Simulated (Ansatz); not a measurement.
# Is this Sn3Te2 structure a true minimum?

The cell was found from a proposed guess, not taken from experiment.

The calculation used Ansatz 0.2.0, DFT PBE, scalar-relativistic, plane waves, PAW. Settings: cutoff 420 eV, Γ-centred mesh 8×8×2 on the computed 10-atom cell, Gaussian smearing of 0.10 eV; no spin polarisation.

The cell below (10 atoms, space group P4/nmm (No. 129)) is relaxed within its symmetry.

```
Sn Te
1.0
     4.55694    0.00000    0.00000
     0.00000    4.55694    0.00000
     0.00000    0.00000   15.13871
Sn Te
6 4
Direct
  0.00000 0.50000 0.39552
  0.00000 0.50000 0.81798
  0.50000 0.00000 0.60448
  0.50000 0.00000 0.18202
  0.50000 0.50000 0.00000
  0.00000 0.00000 0.00000
  0.00000 0.50000 0.18466
  0.00000 0.50000 0.60393
  0.50000 0.00000 0.81534
  0.50000 0.00000 0.39607
```

For the test it was strained at random (σ = 1.5 % a component), the atoms were moved at random (σ = 0.10 Å), and all was relaxed again on a coarse 6×6×2 mesh (in the run’s order of axes) with 0.20 eV smearing, with no symmetry imposed.

Spin–orbit coupling, which can matter for Te, is left out.

Question: Is the structure stable against such a distortion?

Answer: It doesn't return. The energy falls by 60 meV/atom on that mesh, the volume changes by 1.7 %, and the end has space group I4/mmm (No. 139) at a loose tolerance. Relaxed again on an 8×8×2 mesh with 0.10 eV smearing, the new structure lies 58 meV/atom below the first (mesh in the axes of the run's cell; the cell below is made exact in the group named). Space group C2/m (No. 12), monoclinic, a = 6.324 Å, b = 6.316 Å, c = 16.310 Å, β = 100.9°. Around Sn on a site of symmetry m lie 6 Te at 3.14–3.24 Å; Sn on a second site of symmetry m is surrounded by 1 Sn at 3.10 Å and 5 Te at 3.14–3.32 Å; around Sn on a site of symmetry 2/m lie 6 Sn at 3.10–3.16 Å; Te on its first site has 6 Sn at 3.14–3.24 Å; 2 more sites not described.

```cif
data_structure
_symmetry_space_group_name_H-M 'C2/m'
_symmetry_Int_Tables_number 12
_cell_length_a 6.3243
_cell_length_b 6.3162
_cell_length_c 16.3098
_cell_angle_alpha 90.000
_cell_angle_beta 100.919
_cell_angle_gamma 90.000
_cell_volume 639.71
loop_
_atom_site_label
_atom_site_type_symbol
_atom_site_symmetry_multiplicity
_atom_site_Wyckoff_symbol
_atom_site_fract_x
_atom_site_fract_y
_atom_site_fract_z
_atom_site_occupancy
Sn1 Sn 4 i 0.30160 0.50000 0.09725 1
Sn2 Sn 4 i 0.09988 0.50000 0.69376 1
Sn3 Sn 2 d 0.00000 0.50000 0.50000 1
Sn4 Sn 2 c 0.00000 0.00000 0.50000 1
Te1 Te 4 i 0.39999 0.50000 0.29971 1
Te2 Te 4 i 0.20006 0.50000 0.90105 1
```
